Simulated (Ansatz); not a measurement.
ZrSe:
```yaml
crystal:
  lattice:
    - [3.31334, 0.00000, 0.00000]
    - [0.00000, 3.31334, 0.00000]
    - [0.00000, 0.00000, 3.31334]
  atoms:
    - { symbol: Zr, position: [0.00000, 0.00000, 0.00000] }
    - { symbol: Se, position: [0.50000, 0.50000, 0.50000] }
```

Relaxed with PBEsol. Special points in fractions of this cell's reciprocal vectors: Γ (0.000, 0.000, 0.000); X (0.000, 0.500, 0.000); M (0.500, 0.500, 0.000); R (0.500, 0.500, 0.500).

**Question.** List the band energies nearest the Fermi level at these points for PBEsol (plane waves, PAW; program Ansatz).

**Answer.** In eV from the Fermi level; about four levels below and three above (degenerate sets whole), none deeper than 8.9 eV; points with the same levels are listed once.

| k | below | above |
|---|---|---|
| Γ | -2.64 -2.64 -2.26 -2.26 -2.26 | 2.25 2.28 2.28 2.28 |
| X | -8.06 -3.41 -3.41 -1.55 | 2.71 3.42 4.55 |
| M | -5.79 -5.79 -2.32 -1.19 | 0.32 0.32 0.93 |
| R | -7.03 -7.03 -7.03 | 3.08 3.08 3.08 |

Space group Pm-3m (CsCl type). A made-up cell: these elements were put on the sites of a structure type; neither database checked (COD, Materials Project) lists it. Its standing as an ambient phase is unchecked. Symmetry was held in the PBEsol relaxation; whether a distortion lowers the energy is not shown. The run is not spin-polarised. Spin–orbit coupling is left out wherever it is not named.

Potentials: the earlier of the program's two PAW sets. The files were generated under PBE; for other functionals the program regenerates the frozen cores, and for LDA and PBEsol the local potential too.
